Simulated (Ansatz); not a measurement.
## Conduction electrons in Ca (P6_3/mmc)

```
CELL_PARAMETERS angstrom
3.77420 0.00000 0.00000
-1.88710 3.26855 0.00000
0.00000 0.00000 6.22034
ATOMIC_POSITIONS crystal
Ca 0.33333 0.66667 0.25000
Ca 0.66667 0.33333 0.75000
```

Conventional cell: a = 3.774 Å, b = 3.774 Å, c = 6.220 Å, α = 90.00°, β = 90.00°, γ = 120.00°. Around Ca (atom 1) lie 12 Ca at 3.77 to 3.80 Å.

Computed, not measured; unless marked otherwise by LDA, all-electron LAPW in Ansatz 0.2.0, scalar-relativistic. k mesh 10×10×6, fine mesh 16×16×8, Fermi-Dirac smearing of 0.100 eV, basis error target 1 meV/atom. The cell was relaxed by PAW under this functional, which moved its volume by -14 % from the database entry's. This phase needn't be the one found at ambient conditions.

Levels and slopes are solved on a 16×16×8 mesh, and each state is taken as quadratic over its cell.

(1) What is the density of states at the Fermi level, and which bare Sommerfeld coefficient follows?

(2) What Drude plasma energy and σ/τ do the band velocities give?

(3) Which bands cross the Fermi level, and what do they carry?

(4) On PAW files the program sums the optical response inside the mesh cells, interband lines and its own Drude term. Where does ε₁ rise through zero (a sharp plasmon if ε₂ is small there), and how much light is reflected?

(5) What does PAW give for the same cell?

## Answers

(1) N(E_F) = 0.872 states/eV/atom (both spins), so γ = (π²/3) k_B² N(E_F) = 2.06 mJ/(mol-atom K²) without electron-phonon or spin-fluctuation enhancement.

(2) (ħω_p,α)² = (e²/ε₀VN_k) Σ_nkσ (∂E/∂k_α)² δ(E − E_F) gives ħω_p = (2.70, 2.70, 2.61) eV along x, y, z, and σ/τ = ε₀ω_p² = 1.49×10²⁰ Ω⁻¹m⁻¹s⁻¹ along x. Weighted by the density of states, the mean Fermi speed is 0.321×10⁶ m/s; the surface has an area of 5.96 Å⁻² for each spin direction.

(3) 

```
band  filled part  N (states/eV/cell)  speed (10⁶ m/s)  5th to 95th percentile  area (Å⁻²)       filling
   1         0.94                1.13            0.322            0.08 to 0.56        3.88   nearly full
   2         0.06               0.575            0.314            0.09 to 0.43        1.92  nearly empty
```

(4) 

```
Fine mesh                         : 16, 16, 8
Window top                        : 20 eV
Line width                        : 0.1 eV
Drude damping                     : 0.2 eV
ε₁ rises through zero at x        : 3.98, 8.37 eV
ε₂ there x                        : 1.72, 0.28
ε₁ rises through zero at z        : 4.43, 8.44 eV
ε₂ there z                        : 1.25, 0.2
Plasma energy (x, y, z)           : 3.085, 3.085, 3.643 eV
Reflectivity at 1 eV, x-polarised : 0.7854
Reflectivity at 2 eV, x-polarised : 0.6882
Reflectivity at 3 eV, x-polarised : 0.6659
```

The plasma energy here is the program's own sum at the run's smearing; it differs from the value above by up to 39 %, through mesh and smearing.

(5) N(E_F) = 0.871 states/eV/atom and ħω_p,x = 2.70 eV.

Limits of these numbers: these sums move with the mesh, by several per cent and more for small sheets; a band that ends within the broadening of the Fermi level adds to the totals but is left out of the table; frozen-core PAW files fitted under PBE, their cores solved anew for the functional of the run.
